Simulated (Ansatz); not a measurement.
# In$_{3}$Se: how the energy converges with the cutoff

In$_{3}$Se, P1, a = 4.794 Å, b = 4.803 Å, c = 4.774 Å, α, β, γ = 90.4°, 89.9°, 90.0°. Ansatz: PBEsol, PAW, cutoff varied, Γ-centred 6×6×6 mesh on 4 atoms, Gaussian smearing 0.10 eV; no spin polarisation. Single points at one geometry with displaced atoms, the cutoff alone changed; ΔE is the energy at zero smearing over the run at 600 eV. The runs up to 350 eV lie under the cutoff recommended for these PAW datasets.

```
cutoff (eV)  ΔE (meV/atom)
        200        6682.22
        250         775.83
        300          55.04
        350           2.44
        420              ?
```

**Question.** Assume ΔE falls exponentially with the cutoff, fit y = ln ΔE against x, the cutoff in eV, to the other rows, and predict the missing value.

**Answer.** y = 8.807, 6.654, 4.008, 0.892. Means x = 275.0, y = 5.0903; Σ(Δx)² = 12500, ΣΔxΔy = -659.8; the slope is their ratio. y = 19.61 − 0.05278 x, a factor of ten per 44 eV. At 420 eV this gives ΔE = 0.08 meV/atom. The run gave 0.93, a ratio of 0.09. Between neighbouring rows the decay runs from a factor of ten per 37 eV to one per 167 eV, so one exponential is only a rough guide. The fast fall gives way to a slow tail, so a fit to low cutoffs promises convergence too early.

Cost: 6 runs of about 2.7 core-minutes in all, on Arm Neoverse V2 (shared hosts).